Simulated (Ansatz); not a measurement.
MgZn$_{2}$:
```
MgZn2
1.0
    5.14976     0.00000     0.00000
   -2.57488     4.45983     0.00000
    0.00000     0.00000     8.36620
Mg Zn
4 8
Cartesian
  0.00000   2.97322   0.52379
  2.57488   1.48661   7.84241
  2.57488   1.48661   4.70689
  0.00000   2.97322   3.65931
  0.00000   0.00000   0.00000
  0.00000   0.00000   4.18310
  0.00000   1.51272   6.27465
  2.57488   2.94711   2.09155
  3.83971   0.75636   2.09155
 -1.26483   3.70347   6.27465
  1.26483   3.70347   6.27465
  1.31005   0.75636   2.09155
```

Relaxed with r²SCAN.

Q: Map the electron localisation function on the plane through (0.333, 0.667, 0.063) spanned by u = [0, 0, 1] and v = [1, -1, 0] in lattice vectors, from plane-wave PAW r²SCAN (Ansatz code).

A: x is the fraction of u, y of v (the angle between them is 90°; rows are the nearest grid lines); atoms in the plane: Mg at (0.00, 0.00), Mg at (0.87, 0.33), Mg at (0.50, 0.33), Mg at (0.37, 0.00), Zn at (0.94, 0.67), Zn at (0.44, 0.67), Zn at (0.19, 0.50), Zn at (0.69, 0.84).
```
y \ x   0.000  0.100  0.175  0.275  0.375  0.450  0.550  0.625  0.725  0.825  0.900   1.00
------  -----  -----  -----  -----  -----  -----  -----  -----  -----  -----  -----  -----
1.00    0.168  0.056  0.319  0.057  0.168  0.328  0.400  0.428  0.427  0.399  0.054  0.168
0.925   0.260  0.070  0.397  0.069  0.260  0.036  0.384  0.215  0.202  0.384  0.070  0.260
0.850   0.388  0.433  0.390  0.433  0.388  0.436  0.267  0.044  0.001  0.268  0.452  0.388
0.775   0.234  0.403  0.310  0.403  0.234  0.211  0.337  0.163  0.093  0.337  0.220  0.234
0.700   0.078  0.390  0.331  0.389  0.077  0.001  0.224  0.349  0.302  0.224  0.011  0.078
0.625   0.103  0.366  0.240  0.366  0.102  0.005  0.227  0.378  0.345  0.227  0.024  0.103
0.550   0.283  0.201  0.023  0.201  0.282  0.218  0.406  0.370  0.337  0.406  0.228  0.283
0.450   0.424  0.202  0.011  0.202  0.424  0.120  0.129  0.413  0.418  0.128  0.072  0.424
0.375   0.099  0.359  0.265  0.360  0.097  0.409  0.408  0.082  0.265  0.409  0.426  0.099
0.300   0.079  0.415  0.382  0.415  0.078  0.433  0.432  0.066  0.244  0.433  0.391  0.079
0.225   0.355  0.417  0.352  0.417  0.354  0.045  0.062  0.436  0.462  0.062  0.032  0.355
0.150   0.297  0.468  0.455  0.468  0.297  0.317  0.442  0.438  0.425  0.442  0.351  0.297
0.0750  0.268  0.072  0.420  0.071  0.268  0.033  0.419  0.381  0.354  0.419  0.060  0.268
0.000   0.168  0.056  0.319  0.057  0.168  0.328  0.400  0.428  0.427  0.399  0.054  0.168
```

The density is the valence pseudo-density with augmentation charge, so density and ELF within about 1 Å of a nucleus are not all-electron values.

Space group P6_3/mmc. The workflow started from a Materials Project entry (that database holds measured and hypothetical structures alike); the Crystallography Open Database copy checked does not list it. Whether it is the stable phase at ambient conditions was not checked. Symmetry was held in the r²SCAN relaxation; its stability against distortions is not shown here.

Potentials: the later of the program's two PAW sets.
